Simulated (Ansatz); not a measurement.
Mg, DFT, LDA, PAW with Ansatz's default frozen-core files, scalar-relativistic (Ansatz 0.2.0), run on 1 thread of Arm Neoverse V2 on a shared host.

The geometry is COD entry 1538898, unchecked; take it as a test cell. The listed cell was then made from it by scaling, straining or moving an atom.

Command: `ansatz run input.yaml --threads 1 --pin off --max-ram 3072MiB --backend cpu --events-out ev --progress --plain --runs-dir out`

```yaml
crystal:
  lattice:
    - [-1.4765, 1.4765, 1.491265]
    - [1.4765, -1.4765, 1.491265]
    - [1.4765, 1.4765, -1.491265]
  atoms:
    - { symbol: Mg, position: [0.0, 0.0, 0.0] }
kpoints:
  mp_grid: { grid: [19, 19, 19] }
scf:
  occupations: { method: fermi_dirac, width: 0.03 }
hamiltonian:
  xc: lda
  pseudopotentials: { kind: paw }
output:
  forces: true
  stress: true
  eigenvalues: true
  efg: { contact_densities: true }
```

(1) How large is the problem that the program sets up?

(2) About how long does it take, and how much memory does it use?

(3) And the same cell and mesh by crystal-made all-electron datasets, asked for forces, stress, eigenvalues, efg, on the same hardware?

## Answers

(1) 550 irreducible k-points, 249 plane waves at Γ, 9 bands.

(2) 3.5 s of wall time for 6 SCF iterations, with a peak of 0.33 GiB. Times on shared machines scatter by tens of per cent.

(3) 5.7 s, peak memory 0.31 GiB.
